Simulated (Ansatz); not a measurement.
Ge (diamond)

```yaml
crystal:
  lattice:
    - [0.00000, 2.88084, 2.88084]
    - [2.88084, 0.00000, 2.88084]
    - [2.88084, 2.88084, 0.00000]
  atoms:
    - { symbol: Ge, position: [0.50000, 0.50000, 0.50000] }
    - { symbol: Ge, position: [0.75000, 0.75000, 0.75000] }
```

The numbers are results of PBE (plane waves to 420 eV, PAW, scalar-relativistic; Ansatz, a program for electronic structure), not measurements. Harmonic phonons by density-functional perturbation theory on a 14×14×14 k mesh, in cm⁻¹ and rounded to 5; i marks imaginary ones, q is in fractions of the reciprocal vectors of the cell shown, and the three acoustic modes at Γ are left out. Ge was relaxed with its symmetry unable to fall.

Task: Is the structure dynamically stable at Γ, L = (0.5, 0.0, 0.0), X = (0.5, 0.5, 0.0)?

Result: No imaginary mode at these points (lowest 60 cm⁻¹ at L = (0.5, 0.0, 0.0)); other wave vectors were not tested.

Task: List the wavenumbers at Γ, L = (0.5, 0.0, 0.0), X = (0.5, 0.5, 0.0), with degeneracies.

Result: 
```csv
q,wavenumbers (cm⁻¹)
Γ,270 (×3)
"L = (0.5, 0.0, 0.0)","60 (×2), 210, 220, 265 (×2)"
"X = (0.5, 0.5, 0.0)","75 (×2), 220 (×2), 250 (×2)"
```
